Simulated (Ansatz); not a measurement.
AlBN$_{2}$:
```
AlBN2
1.0
   -2.04375     2.04375     3.80859
    2.04375    -2.04375     3.80859
    2.04375     2.04375    -3.80859
Al B N
2 2 4
Direct
  0.75000   0.25000   0.50000
  0.00000   0.00000   0.00000
  0.25000   0.75000   0.50000
  0.50000   0.50000   0.00000
  0.18185   0.12500   0.55685
  0.87500   0.43185   0.05685
  0.56815   0.62500   0.44315
  0.37500   0.81815   0.94315
```

Relaxed with PBEsol. Plane-wave PAW PBEsol (Ansatz code) gives a gap of 2.69 eV.

### Question
What gap does HSE06 give on the same cell (Ansatz, PAW)?

### Answer
4.06 eV, 1.37 eV more. The hybrid was solved on a coarser mesh and at special points; the gap given is the minimum over both.

Cost on shared cores: the PBEsol run (SCF on a 10×10×10 mesh, then bands and DOS) roughly 2.3 core-minutes, the HSE06 run (SCF on 6×6×6, then a few points) around 4 core-minutes (rough); the tasks are unlike.

Space group I-42d (chalcopyrite). The start of the workflow was typed in or built on a structure type; neither database checked (COD, Materials Project) lists it. Its standing as an ambient phase is unchecked. Symmetry was held in the PBEsol relaxation; whether a distortion lowers the energy is not shown.

Potentials: the earlier of the program's two PAW sets. The files were generated under PBE; for other functionals the program regenerates the frozen cores, and for LDA and PBEsol the local potential too.
